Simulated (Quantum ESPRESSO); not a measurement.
Quadrupole interaction in ZrO₂

```
CELL_PARAMETERS angstrom
      3.60017     0.00000     0.00000
      0.00000     3.60017     0.00000
      0.00000     0.00000     5.22516
ATOMIC_POSITIONS crystal
  Zr 0.00000 0.00000 0.00000
  Zr 0.50000 0.50000 0.50000
  O  0.00000 0.50000 0.30177
  O  0.00000 0.50000 0.80177
  O  0.50000 0.00000 0.19823
  O  0.50000 0.00000 0.69823
```
The geometry is a computed Materials Project entry, not a measured one. It is ZrO2 in P4₂/nmc. Stability against distortions was not tested. The run has no spin polarisation.

Computed: field gradients by PBE PAW (JTH datasets; density from pw.x of a modified build of Quantum ESPRESSO, gradients reconstructed from it by a script), 22.5 Ha, k-mesh 6×6×5 through Γ.

```json
[
 {"site": "Zr (atoms 1, 2)", "site symmetry": "-4m2", "Vzz (a.u.)": "0.567", "η_Q": "0.00", "∣C_Q∣ (MHz)": "23.4 (⁹¹Zr)"},
 {"site": "O (atoms 3, 4, 5, 6)", "site symmetry": "2mm", "Vzz (a.u.)": "0.092", "η_Q": "0.24", "∣C_Q∣ (MHz)": "0.55 (¹⁷O)"}
]
```

Quadrupole moments taken as inputs (sizes, barn, from the tables of PySCF and pymatgen): ⁹¹Zr 0.176, ¹⁷O 0.0256.

Convention: |Vzz| is the largest principal value, η_Q = (Vxx − Vyy)/Vzz, |C_Q| = |eQVzz/h|. Cores are frozen. Against all-electron runs on small test molecules, this scheme's |Vzz| missed by −2 to +6 % on O. Zr had no test against all-electron runs. Static lattice: thermal averaging is not included.
